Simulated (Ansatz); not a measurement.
Data:

AlBi2Se3:
```xyz
6
Lattice="3.6947 0.0000 0.0000 -1.8473 3.1997 0.0000 0.0000 0.0000 12.0851" Properties=species:S:1:pos:R:3 pbc="T T T"
Se     0.0000     2.1331     7.4698
Bi     1.8473     1.0666     9.9895
Se     0.0000     0.0000     0.0000
Bi     0.0000     2.1331     2.0956
Se     1.8473     1.0666     4.6153
Al     0.0000     0.0000     6.0425
```

This is the PBE+D3(BJ)-relaxed structure.

Q: All from the program Ansatz at the PBE+D3(BJ) level (PAW), unless another level is named. Estimate the electronic character.

A: metallic (no gap).

Q: Next, the formation energy from the elements (no fitted shifts)?

A: -0.39 eV/atom.

Q: Predict the density of states at the Fermi level.

A: 0.43 states/eV per atom (mean over ±0.08 eV).

Q: Next, the gap with spin–orbit coupling?

A: none (metallic).

Space group P-3m1. The cell is a constructed one: a structure type filled with these elements; neither database checked (COD, Materials Project) lists it. Whether it is the stable phase at ambient conditions was not checked. Symmetry was held in the PBE+D3(BJ) relaxation; of distortions, only those at the zone centre were tested, and some modes there are weakly imaginary. With an odd number of electrons in the cell and no spin polarisation, the count alone makes it a metal. The references are the lowest solids computed at this level, not always the standard phases. Spin–orbit coupling is left out wherever it is not named.

Potentials: the later of the program's two PAW sets.
